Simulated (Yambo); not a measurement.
Yambo run on Sr$_{2}$RuH$_{6}$ (space group Fm-3m, No. 225). The wavefunctions are LDA (Quantum ESPRESSO, PseudoDojo norm-conserving, 88 Ry, no spin-orbit coupling) ones on a 4×4×4 mesh (21 occupied bands); a = b = c = 5.374 Å, α = β = γ = 60.00°.

Yambo input:

```
rim_cut
gw0
dyson
el_el_corr
HF_and_locXC
ppa
em1d
RandQpts= 1000000
RandGvec= 1 Ry
EXXRLvcs= 88 Ry
VXCRLvcs= 352 Ry
Chimod= "HARTREE"
% BndsRnXp
 5 | 159 |
%
NGsBlkXp= 7 Ry
% LongDrXp
 1.0 | 1.0 | 1.0 |
%
PPAPntXp= 27.2114 eV
% GbndRnge
 1 | 61 |
%
GTermKind= "BG"
DysSolver= "n"
ExtendOut
% QPkrange
 1 | 1 | 21 | 21 |
 7 | 7 | 21 | 22 |
%
```

k points by index: 1 = Γ, 7 = X.

Resulting energies as the program prints them:

```
#    K-point    Band    Eo [eV]    E [eV]    E-Eo [eV]    Vxc [eV]    Vnlxc [eV]    Sc|Eo [eV]    Sc|E [eV]    dSc/dw|Eo [eV]    Re(Z)    Im(Z)
#
    1    21    0.000000    -0.374915    -0.374915    -18.61001    -22.57452    3.486617    3.589590    -7.470592    0.784594    -0.001695
    7    21    -0.059799    -0.402414    -0.342615    -18.47996    -22.35984    3.442971    3.537265    -7.485517    0.784256    -0.001723
    7    22    2.052579    3.029544    0.976965    -13.97518    -9.449599    -3.340773    -3.548616    -5.788388    0.824591    -0.001253
```
(The two width columns are left out.) Convergence of these settings isn't established.

Geometry of the Materials Project entry, not relaxed at this level.
